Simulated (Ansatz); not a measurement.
# One input, then a changed one: Sb (fcc type)

First run: DFT, LDA, PAW with Ansatz's default frozen-core files, scalar-relativistic (Ansatz 0.2.0).

Command: `ansatz run input.yaml --threads 1 --pin off --max-ram 2048MiB --backend cpu --events-out ev --progress --plain --runs-dir out` It took 2.5 s on 1 thread of Arm Neoverse V1, on a shared host, peak memory 0.26 GiB.

```yaml
crystal:
  lattice:
    - [0.0, 2.0812103858, 2.0812103858]
    - [2.0812103858, 0.0, 2.0812103858]
    - [2.0812103858, 2.0812103858, 0.0]
  atoms:
    - { symbol: Sb, position: [0.0, 0.0, 0.0] }
kpoints:
  mp_grid: { grid: [15, 15, 15] }
scf:
  occupations: { method: fermi_dirac, width: 0.1 }
hamiltonian:
  xc: lda
  pseudopotentials: { kind: paw }
output:
  forces: true
  stress: true
  eigenvalues: true
  populations: true
  write_density: true
  write_potential: true
  elf: true
  volumetric_format: npy
```

The cell comes from a relaxation on PAW files under the same functional, begun from a prototype that needn't be the stable phase.

This run: volume at 0.7 of the series' base cell.

It converges in 6 SCF iterations at a pressure of 56.2 GPa, cutoff 420 eV.

The input is then changed:

```diff
   occupations: { method: fermi_dirac, width: 0.1 }
+  convergence: { dr2_threshold: 1.0e-16 }
+  max_iter: 75
 hamiltonian:
   populations: true
-  write_density: true
-  write_potential: true
-  elf: true
-  volumetric_format: npy
```

Q: Does this change harm the result?

A: Not here: the run converges in 10 SCF iterations at a pressure of 56.2 GPa, cutoff 420 eV, free energy 0.0 meV/atom against the first run's, and its energy lies within 1 meV/atom of the first run's.
